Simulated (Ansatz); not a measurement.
The calculation used Ansatz, DFT PBE, scalar-relativistic, plane waves, PAW. All cells share a 420 eV cutoff and Γ-centred k meshes spaced at most about 0.3 Å⁻¹ (about 0.25 or finer for metals, 2π included). No spin polarisation in the final relaxations.

All energies are static (0 K, no zero-point motion). All come from trial cells, and lower structures may exist.

Task: Which of these relaxed structures of In₃GaSbN is the lowest in energy?
A.

Space group P4/mmm (No. 123). a = 3.889 Å, b = 3.889 Å, c = 9.983 Å, α = 90.00°, β = 90.00°, γ = 90.00°
| atom | site | symmetry | x | y | z |
| --- | --- | --- | --- | --- | --- |
| In | 2g | 4mm | 0.0000 | 0.0000 | 0.7818 |
| In | 1c | 4/mmm | 0.5000 | 0.5000 | 0.0000 |
| Ga | 1b | 4/mmm | 0.0000 | 0.0000 | 0.5000 |
| Sb | 1d | 4/mmm | 0.5000 | 0.5000 | 0.5000 |
| N | 1a | 4/mmm | 0.0000 | 0.0000 | 0.0000 |

B.

Space group Cmmm (No. 65). a = 5.206 Å, b = 12.524 Å, c = 5.451 Å, α = 90.00°, β = 90.00°, γ = 90.00°
| atom | site | symmetry | x | y | z |
| --- | --- | --- | --- | --- | --- |
| In | 4j | m2m | 0.0000 | 0.8242 | 0.5000 |
| In | 2a | mmm | 0.0000 | 0.0000 | 0.0000 |
| Ga | 2b | mmm | 0.5000 | 0.0000 | 0.0000 |
| Sb | 2c | mmm | 0.5000 | 0.0000 | 0.5000 |
| N | 2d | mmm | 0.0000 | 0.0000 | 0.5000 |

C.

Space group P4/mmm (No. 123). a = 5.948 Å, b = 5.948 Å, c = 4.747 Å, α = 90.00°, β = 90.00°, γ = 90.00°
| atom | site | symmetry | x | y | z |
| --- | --- | --- | --- | --- | --- |
| In | 2e | mmm. | 0.5000 | 0.0000 | 0.5000 |
| In | 1a | 4/mmm | 0.0000 | 0.0000 | 0.0000 |
| Ga | 1b | 4/mmm | 0.0000 | 0.0000 | 0.5000 |
| Sb | 1d | 4/mmm | 0.5000 | 0.5000 | 0.5000 |
| N | 1c | 4/mmm | 0.5000 | 0.5000 | 0.0000 |

D.

Space group P-6m2 (No. 187). a = 4.712 Å, b = 4.712 Å, c = 11.552 Å, α = 90.00°, β = 90.00°, γ = 120.00°
```csv
atom,site,symmetry,x,y,z
In,2i,3m.,0.6667,0.3333,0.2556
In,1e,-6m2,0.6667,0.3333,0.0000
Ga,1f,-6m2,0.6667,0.3333,0.5000
Sb,1a,-6m2,0.0000,0.0000,0.0000
N,1c,-6m2,0.3333,0.6667,0.0000
```

Result: A. It has space group P4/mmm (No. 123); the next, B, with space group Cmmm (No. 65), lies 48 meV/atom higher. Counting N or Sb atoms around Ga and In (for each partner element, those within 1.25 times its shortest distance or 1.15 times the sum of covalent radii, where it is the nearest in units of that sum or under 1.3; the shortest distance is added where it is long for a bond; a slash parts the counts of unlike sites), the lowest has In 1/4 from 2.8 Å, Ga 4 and the next has In 2 from 2.7 Å/1+2+1, Ga 2. Even the lowest lies +0.46 eV/atom against the elements.

These runs have no spin–orbit coupling, which can matter for Sb. Cells relaxed within their symmetry can be saddle points. Some candidate types were left out of the draw beforehand, so a known form may be missing.
